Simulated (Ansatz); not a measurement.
HfScTaN3 in space group P3m1 (No. 156; Pearson symbol hP6), DFT-r²SCAN in the program Ansatz with PAW potentials, all energies at zero smearing, with the estimated change up to a 700 eV cutoff added, with one set of potentials and settings (totals compare only within such a set). Cell of 6 atoms (1 Hf, 1 Sc, 1 Ta, 3 N): -28984.548 eV.

```
element                reference phase  E (eV/atom)
-------  -----------------------------  -----------
Hf       P6_3/mmc, 2 atoms in the cell  -15733.7929
Sc       P6_3/mmc, 2 atoms in the cell   -2140.5631
Ta          Im-3m, 1 atoms in the cell   -9945.1755
N            Pa-3, 8 atoms in the cell    -384.8341
```

Formation energy per atom, worked out: (-28984.548 − 1×(-15733.7929) − 1×(-2140.5631) − 1×(-9945.1755) − 3×(-384.8341))/6 = -1.752 eV/atom (-169 kJ per mol of atoms), at 0 K, without zero-point energy or fitted corrections.

The start of the workflow was typed in or built on a structure type; neither database checked (COD, Materials Project) lists it. Whether it is the stable phase at ambient conditions was not checked. Symmetry was held in the r²SCAN relaxation; its stability against distortions is not shown here. No spin polarisation was allowed. The references are the lowest solids computed at this level, not always the standard phases (solids in place of the gases). Spin–orbit coupling is left out wherever it is not named.

Potentials: the earlier of the program's two PAW sets.
